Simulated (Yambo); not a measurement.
A G0W0@PBEsol run in Yambo for LuBi$_{2}$ClO$_{4}$ (space group P4/mmm, No. 123) (4×4×1 Γ-centred k mesh, bands 2 to 211 and a 7 Ry block in the screening, 211 bands in G with the Bruneval-Gonze terminator, plasmon pole fitted at 27.2 eV) gives these matrix elements, in eV, at the band edges (M → Γ):

```
state               E0    <Vxc>     <Σx>  <Σc(E0)>      Z
---------------  -----  -------  -------  --------  -----
valence edge     0.000  -22.494  -27.295     4.882  0.778
conduction edge  1.063  -11.509   -8.454    -2.948  0.837
```

Problem. Solve the linearised quasiparticle equation for both states, give the gap, and say how exchange and correlation each act on it.

Solution. E = E0 + Z(Σx + Σc − Vxc). Valence: 0.000 + 0.778 × (-27.295 + (4.882) − (-22.494)) = 0.06 eV. Conduction: 1.063 + 0.837 × (-8.454 + (-2.948) − (-11.509)) = 1.15 eV. The gap is 1.09 eV, against 1.06 eV in PBEsol. Replacing Vxc by bare exchange alone would open it by 7.86 eV; correlation takes back 7.83 eV of that, and Z scales what is left. Nearest settings tried, and what they do to the gap: 142 bands in G: +14 meV; 110 bands in W: +102 meV; 3 Ry block (77 vectors against 275): -11 meV. Not varied: mesh. So the settings aren't converged at that level. Spin-orbit coupling is left out; with 6p states at a band edge it can lower the gap by many tenths of an eV, most of a small gap. The 4f states are in the valence at their DFT position.

The standard potential for Bi keeps a d shell in the valence without the s and p states of that shell. In tests on such compounds this moved G0W0 gaps by up to about 0.9 eV, so absolute quasiparticle energies here are unreliable; differences between settings are what counts.

Geometry relaxed with PBE+D3(BJ); primitive cell a = b = 3.841 Å, c = 8.843 Å, α = β = γ = 90.00°.
